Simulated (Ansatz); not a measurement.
TlBr (P4_2/mmc), relaxed with HSE06 (Ansatz, a program for electronic structure, plane waves, PAW): a = b = 4.7511 Å, c = 8.8972 Å, α = β = γ = 90.00°.

gap (eV): 2.81
B₀ by P(V) fit (GPa): 7.9

Q: The same phase is relaxed and computed with PBE in the same code. What are the cell and these values now?

A: a = b = 4.7546 Å, c = 8.9325 Å, α = β = γ = 90.00°.

* **gap (eV)**: 2.07
* **B₀ by P(V) fit (GPa)**: 7.7

Constructed cells (a structure type filled with these elements, in neither database checked): TlBr, P4_2/mmc (Tl on 2c, Br on 2e). All cells were relaxed under the symmetry of their starts (and spin orders); stability against distortions was not tested throughout. Spin–orbit coupling is left out wherever it is not named.

Potentials: the later of the program's two PAW sets.

Ansatz is a plane-wave DFT program.
